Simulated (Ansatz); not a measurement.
Consider the following.

Generalised stacking fault of SiC (zinc blende) on the {111} plane, shuffle cut. The cell below holds the perfect crystal with the plane normal along z; tilting its third vector by the shift puts one fault into each cell, between planes 1.89 Å apart, at fixed cell height.

```
CELL_PARAMETERS angstrom
      3.08039     0.00000     0.00000
      1.54020     2.66770     0.00000
      0.00000     0.00000     7.54539
ATOMIC_POSITIONS crystal
  C  0.66667 0.66667 0.87500
  C  0.33333 0.33333 0.20833
  C  0.00000 0.00000 0.54167
  Si 0.00000 0.00000 0.79167
  Si 0.66667 0.66667 0.12500
  Si 0.33333 0.33333 0.45833
```

In-plane vectors a = (3.080, 0.000) Å, b = (1.540, 2.668) Å, area 8.22 Å². The shift is s times the vector a + b (length 5.335 Å), so s = 1 restores the start. Atoms relax along the normal only. γ = [E(shift) − E(0)] / area.

Calculation: r2SCAN (plane waves to 500 eV, PAW, scalar-relativistic; Ansatz, an electronic-structure program). k mesh 10×10×4 (Γ-centred), Fermi-Dirac smearing 0.05 eV. E is the zero-smearing estimate. As the smearing reaches across the gap at some points, the k mesh leaves noise in γ, roughly 0.02 J/m² as judged from a few cases. Faults lie only 7.5 Å apart, and holding the cell height raises γ above its relaxed value. SiC was relaxed with its symmetry unable to fall. The zero of γ is zero shift.

The scan covers s from 0.000 to 0.917 in 12 points.

### Question
Does γ have a local minimum between the ends of the line, and at which s?

### Answer
s = 0.583.

### Question
At which s is γ highest?

### Answer
s = 0.333.

### Question
What is γ at the local minimum s = 0.583?

### Answer
3.87 J/m².

### Question
Which barrier is met on the easier way from s = 0 (or 1) to s = 0.583?

### Answer
4.03 J/m².

### Question
What is the highest γ among twelve even steps of s?

### Answer
6.13 J/m².

(The slope of γ gives the shear force per area between the displaced halves; near zero shift its curvature is an elastic stiffness.)
